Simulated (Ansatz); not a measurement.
Values for one crystal, relaxed and computed with r²SCAN (plane waves, PAW; program Ansatz); other levels are named.

- Volume per atom: 23.87 Å³
- Electronic character: metallic (no gap)
- Formation energy from the elements (no fitted shifts): -0.70 eV/atom
- Density of states at the Fermi level: 0.42 states/eV per atom (mean over ±0.08 eV)

Problem. Which compound is it?
A) BiB, CsCl type
B) FeGe, P2_13 (Ge on 4a, Fe on 4a)
C) SrSnP, P4/nmm (Sr on 2c, Sn on 2c, P on 2c)
D) YSnGe, Cmcm (Y on 4c, Sn on 4c, Ge on 4c)

Solution. D, YSnGe, Cmcm (Y on 4c, Sn on 4c, Ge on 4c)

The workflow started from a Materials Project entry (that database holds measured and hypothetical structures alike); the Crystallography Open Database copy checked does not list it. Its standing as an ambient phase is unchecked. Symmetry was held in the r²SCAN relaxation; whether a distortion lowers the energy is not shown. No spin polarisation was allowed. The references are the lowest solids computed at this level, not always the standard phases. Spin–orbit coupling is left out wherever it is not named.

Potentials: the later of the program's two PAW sets.
